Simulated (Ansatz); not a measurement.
The relaxed structure here is a generated cell of ZnSnN2: the first start was made by placing the elements on the sites of a structure type, and the end was not matched to a known phase here, so it may be hypothetical.

A relaxed cell of ZnSnN2 (P6₃/mmc (No. 194)), relaxed on a k-mesh at least as fine as the one used below. The numbers are results of PBE (plane waves to 420 eV, PAW, scalar-relativistic; Ansatz, a first-principles code), not measurements. Γ-centred k-mesh 8×8×3 on the run's cell (coarser than for final values), Fermi–Dirac smearing 0.05 eV.

```
ZnSnN2
1.0
    3.18441     0.00000     0.00000
   -1.59221     2.75778     0.00000
    0.00000     0.00000    10.75387
Zn N Sn
2 4 2
Direct
  0.33333   0.66667   0.75000
  0.66667   0.33333   0.25000
  0.33333   0.66667   0.11638
  0.66667   0.33333   0.61638
  0.66667   0.33333   0.88362
  0.33333   0.66667   0.38362
  0.00000   0.00000   0.00000
  0.00000   0.00000   0.50000
```

The atoms are displaced by (Å):

```json
[
 {"atom": "Zn1", "ux": "-0.036", "uy": "-0.031", "uz": "-0.056"},
 {"atom": "Zn2", "ux": "-0.007", "uy": "-0.091", "uz": "-0.001"},
 {"atom": "N3", "ux": "-0.034", "uy": "-0.167", "uz": "-0.072"},
 {"atom": "N4", "ux": "-0.090", "uy": "0.003", "uz": "0.170"},
 {"atom": "N5", "ux": "-0.067", "uy": "0.083", "uz": "0.059"},
 {"atom": "N6", "ux": "0.005", "uy": "0.098", "uz": "-0.043"},
 {"atom": "Sn7", "ux": "-0.045", "uy": "-0.052", "uz": "-0.006"},
 {"atom": "Sn8", "ux": "0.103", "uy": "0.011", "uz": "0.050"}
]
```

Task: What forces (eV/Å) and pressure result?

Result: 
```json
[
 {"atom": "Zn1", "Fx": "0.05", "Fy": "-0.07", "Fz": "1.14"},
 {"atom": "Zn2", "Fx": "0.04", "Fy": "0.16", "Fz": "-0.50"},
 {"atom": "N3", "Fx": "-0.14", "Fy": "0.28", "Fz": "1.47"},
 {"atom": "N4", "Fx": "0.33", "Fy": "0.03", "Fz": "-1.30"},
 {"atom": "N5", "Fx": "0.16", "Fy": "-0.61", "Fz": "-0.79"},
 {"atom": "N6", "Fx": "0.40", "Fy": "0.09", "Fz": "1.05"},
 {"atom": "Sn7", "Fx": "0.00", "Fy": "0.18", "Fz": "-0.32"},
 {"atom": "Sn8", "Fx": "-0.84", "Fy": "-0.07", "Fz": "-0.75"}
]
```

Pressure +2.4 GPa.

Task: Estimate the energy cost of the displacement in the harmonic approximation and compare with the calculation.

Result: For a harmonic well ΔE = −½ Σ F·u = 0.376 eV a cell, or 47 meV/atom. The calculated energy relative to the undisplaced cell is +0.05 eV/atom, so the harmonic estimate holds well.

The undisplaced cell is probably no minimum: from this displacement the run went on to Cmc2₁ (No. 36), 0.23 eV/atom below it.

No spin polarisation in the result.
